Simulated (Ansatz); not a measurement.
AgCl:
```yaml
crystal:
  lattice:
    - [0.00000, 2.77243, 2.77243]
    - [2.77243, 0.00000, 2.77243]
    - [2.77243, 2.77243, 0.00000]
  atoms:
    - { symbol: Ag, position: [0.50000, 0.50000, 0.50000] }
    - { symbol: Cl, position: [0.00000, 0.00000, 0.00000] }
```

Relaxed with r²SCAN. Special points in fractions of this cell's reciprocal vectors: Γ (0.000, 0.000, 0.000); X (0.500, 0.000, 0.500); U (0.625, 0.250, 0.625); K (0.375, 0.375, 0.750); L (0.500, 0.500, 0.500); W (0.500, 0.250, 0.750).

Problem. List the band energies nearest the valence-band maximum at these points for the program Ansatz at the r²SCAN level (PAW).

Solution. In eV from the valence-band maximum; about four levels below and three above (degenerate sets whole), none deeper than 8.9 eV; … stands for higher levels left out; points with the same levels are listed once.

| k | below | above |
|---|---|---|
| Γ | -2.41 -2.41 -2.41 -2.40 -2.40 | 1.48 … |
| X | -2.22 -1.98 -1.98 -1.87 | 2.97 8.30 … |
| U | -2.04 -1.87 -1.64 -1.05 | 4.20 7.72 … |
| L | -2.10 -2.10 -1.77 0.00 0.00 | 4.74 7.22 … |
| W | -2.01 -2.01 -1.98 -1.95 -1.14 | 4.76 … |

Space group Fm-3m (rock salt). The r²SCAN relaxation kept the symmetry of its start; phonons on a q-mesh show no instability. No spin polarisation was allowed. Spin–orbit coupling is left out wherever it is not named.

Potentials: the later of the program's two PAW sets.
